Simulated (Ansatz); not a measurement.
# Contact hyperfine fields in Co under strain

Cell: a structure deposited in the COD, relaxed with PBE at fixed cell and then changed (z stretched by 3 %, ions relaxed).

```cif
data_structure
_symmetry_space_group_name_H-M 'P 1'
_symmetry_Int_Tables_number 1
_cell_length_a 2.5054
_cell_length_b 2.5054
_cell_length_c 4.2120
_cell_angle_alpha 90.000
_cell_angle_beta 90.000
_cell_angle_gamma 120.000
_cell_volume 22.90
loop_
_atom_site_label
_atom_site_type_symbol
_atom_site_fract_x
_atom_site_fract_y
_atom_site_fract_z
_atom_site_occupancy
Co1 Co 0.33333 0.66667 0.25000 1
Co2 Co 0.66667 0.33333 0.75000 1
```

Atom numbers follow the list; atoms alike are taken as one site, whose name carries the number of the first.

All values are calculated (Ansatz; DFT, PBE, plane waves and PAW, scalar-relativistic, collinear spin, 420 eV cutoff, Γ-centred 21×21×11 k-points, Fermi–Dirac smearing 0.05 eV), not measured. Start moments as typed (μB): 2 on each Co.

B_c = (2μ₀/3)μB(ρ↑ − ρ↓), with the spin density averaged over the Thomson radius around the nucleus, 7.77 T per e/Å³, positive along the up direction of the run. The valence column is what the valence and semicore waves of the PAW files give as listed; the rest comes from solving these waves and the inner shells again in each spin's potential.

Q: What moments and contact fields does each site carry?

A: The cell's net moment is 3.35 μB; the site moments, counted in spheres around the atoms, add up to 3.51 μB, and the difference lies between the spheres. One atom of each set is listed.

```
site  atom  m (μB)  B_c (T)  valence column (T)  rest (T)
  Co     1    1.75    -25.7                 9.9     -35.6
```

On Co the field amounts to -14.6 T per μB of the site's moment: core polarisation sets it against the moment.

At this changed cell the PBE pressure is -9 GPa. The run finds no gap above 0.1 eV, so moments and fields hang on the k-mesh and the smearing. Semilocal functionals underestimate the core's part of the field; in a metal the conduction electrons' part and a positive orbital field can offset that, so a measured field can be larger or smaller. Orbital and dipolar fields are left out.
